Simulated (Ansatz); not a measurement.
Ge3Rh5 in space group Pbam (No. 55; Pearson symbol oP16), r²SCAN (plane waves, PAW; program Ansatz), all energies at zero smearing, with the estimated change up to a 700 eV cutoff added, with one set of potentials and settings (totals compare only within such a set). Cell of 16 atoms (6 Ge, 10 Rh): -89977.767 eV.

| element | reference phase | E (eV/atom) |
|---|---|---|
| Ge | Fd-3m, 2 atoms in the cell | -4302.9041 |
| Rh | Fm-3m, 1 atoms in the cell | -6415.2735 |

Formation energy per atom, worked out: (-89977.767 − 6×(-4302.9041) − 10×(-6415.2735))/16 = -0.475 eV/atom (-46 kJ per mol of atoms), at 0 K, without zero-point energy or fitted corrections.

The workflow started from a Materials Project entry (that database holds measured and hypothetical structures alike); the Crystallography Open Database copy checked does not list it. Its standing as an ambient phase is unchecked. The r²SCAN relaxation kept the symmetry of its start; its stability against distortions is not shown here. No spin polarisation was allowed. The references are the lowest solids computed at this level, not always the standard phases.

Potentials: the later of the program's two PAW sets.
